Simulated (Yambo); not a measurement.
Yambo run on Rb$_{2}$NaAlF$_{6}$ (space group Fm-3m, No. 225). The wavefunctions are norm-conserving PBEsol (Quantum ESPRESSO, 88 Ry, no spin-orbit coupling) ones on a 2×2×2 mesh (36 occupied bands); a = b = c = 5.975 Å, α = β = γ = 60.00°.

Yambo input:

```
rim_cut
gw0
dyson
el_el_corr
HF_and_locXC
ppa
em1d
RandQpts= 1000000
RandGvec= 1 Ry
EXXRLvcs= 88 Ry
VXCRLvcs= 352 Ry
Chimod= "HARTREE"
% BndsRnXp
 2 | 222 |
%
NGsBlkXp= 3 Ry
% LongDrXp
 1.0 | 1.0 | 1.0 |
%
PPAPntXp= 27.2114 eV
% GbndRnge
 1 | 222 |
%
GTermKind= "none"
DysSolver= "n"
ExtendOut
% QPkrange
 1 | 1 | 36 | 37 |
%
```

k points by index: 1 = Γ.

Table of the .qp output:

```
#    K-point    Band    Eo [eV]    E [eV]    E-Eo [eV]    Vxc [eV]    Vnlxc [eV]    Sc|Eo [eV]    Sc|E [eV]    dSc/dw|Eo [eV]    Re(Z)    Im(Z)
#
    1    36    0.000000    -2.963009    -2.963009    -22.58676    -30.49305    4.371875    4.943288    -5.247438    0.838334    -0.001049
    1    37    6.654368    7.965587    1.311219    -9.635494    -5.161500    -3.016147    -3.162776    -3.042810    0.899425    -0.574216E-3
```
(The two width columns are left out.) Convergence of these settings isn't established.

Geometry of the Materials Project entry, not relaxed at this level.

The structure is a Materials Project entry; no match was found in the copy of COD used, and its stability was not checked.
